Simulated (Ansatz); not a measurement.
Theory: DFT PBE, scalar-relativistic, plane waves, PAW (Ansatz 0.2.0). Settings: cutoff 420 eV, Γ-centred meshes spaced at most about 0.3 Å⁻¹, and about 0.25 Å⁻¹ or finer for metals (2π included), Gaussian smearing. Collinear spin in cells that started with moments and kept them past the coarse steps, no spin elsewhere.

All energies are static (0 K, no zero-point motion).

Compare these two cells of Ti₅W, each relaxed at this level.

A. (no spin)

```
CELL_PARAMETERS angstrom
2.83161 0.00000 0.00000
-1.21110 5.27607 0.00000
-0.18859 -0.05712 13.63010
ATOMIC_POSITIONS crystal
Ti 0.77153 0.99358 0.17032
Ti 0.48729 0.47558 0.16139
Ti 0.18261 0.75524 0.33664
Ti 0.80332 0.24460 0.34305
Ti 0.19668 0.75540 0.65695
Ti 0.81739 0.24476 0.66336
Ti 0.22847 0.00642 0.82968
Ti 0.51271 0.52442 0.83861
Ti 0.13991 0.75830 0.00800
Ti 0.86009 0.24170 0.99200
W 0.00000 0.00000 0.50000
W 0.50000 0.50000 0.50000
```

B. (site moments under 0.1 μB)

```
CELL_PARAMETERS angstrom
1.56258 -2.32676 0.00000
1.56258 2.32676 0.00000
0.00000 0.00000 13.98880
ATOMIC_POSITIONS crystal
Ti 0.00000 0.00000 0.83095
Ti 0.50000 0.50000 0.65777
Ti 0.50000 0.50000 0.34223
Ti 0.00000 0.00000 0.16906
Ti 0.50000 0.50000 0.00000
W 0.00000 0.00000 0.50000
```

Task: Which would you expect to be lower, and how large is the difference?

Result: A is lower, by 45 meV/atom. A has space group P-1 (No. 2), 17.0 Å³/atom and no gap on its mesh; B has Ti and W ordered on bcc sites, space group Cmmm (No. 65), 17.0 Å³/atom and no gap. Counting all near atoms (those within 1.25 times the shortest distance at each site; a plus sign parts nearer from farther groups; a slash parts the counts of unlike sites), A has Ti 11/12/13, W 8+4/14 and B has Ti 14/8+6, W 8+6. Both come from invented guesses.

These runs have no spin–orbit coupling, which can matter for W. Cells relaxed within their symmetry can be saddle points. The P-1 cell of Ti5W came from shaking the Cmmm one.
